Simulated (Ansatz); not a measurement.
Below is a relaxed structure of Mg₅ZnS₆. The cell was found from a structure generator's guess, not taken from experiment.

Computed with DFT PBE, scalar-relativistic, plane waves, PAW (Ansatz 0.2.0). Cutoff 420 eV, Γ-centred mesh, Gaussian smearing, no spin polarisation.

```xyz
12
Lattice="3.6845 0.0000 0.0000 0.0000 3.6845 0.0000 0.0000 0.0000 15.6282" Properties=species:S:1:pos:R:3 pbc="T T T"
Mg    1.8423    1.8423    2.5684
Mg    0.0000    0.0000    5.1943
Mg    1.8423    1.8423    7.8141
Mg    0.0000    0.0000   10.4338
Mg    1.8423    1.8423   13.0597
Zn    0.0000    0.0000    0.0000
S     0.0000    0.0000    2.5592
S     1.8423    1.8423    5.1936
S     0.0000    0.0000    7.8141
S     1.8423    1.8423   10.4346
S     0.0000    0.0000   13.0690
S     1.8423    1.8423    0.0000
```

Energies over the elements count from the elements' standard structures at the same level, with no fitted energy shifts.

(1) What space group does it have?

(2) How far does it lie from the elements in energy?

(3) Is it a metal?

## Answers

(1) P4/mmm (No. 123), with Mg and Zn ordered on rock salt sites. Conventional cell: a = 3.685 Å, c = 15.628 Å. Around Mg on a site of symmetry 4mm lie 6 S at 2.57–2.63 Å; Mg on a second site of symmetry 4mm has 6 S at 2.61–2.64 Å; around Zn lie 6 S at 2.56–2.61 Å; S on a site of symmetry 4mm is surrounded by 1 Zn at 2.56 Å and 5 Mg at 2.61–2.64 Å; 4 more sites not described.

(2) −1.283 eV/atom. A negative formation energy is needed for stability but isn't enough: competing phases decide.

(3) No, the gap on the 8×8×2 mesh is 1.26 eV.

The last run used an 8×8×2 mesh (in the run's order of axes) for its 12-atom cell and Gaussian smearing of 0.02 eV. Kohn–Sham gaps at this level usually fall short of measured ones. The reference form of S is held partly by dispersion forces, which this level lacks. Symmetry constrained the relaxation, so the result can be a saddle point.
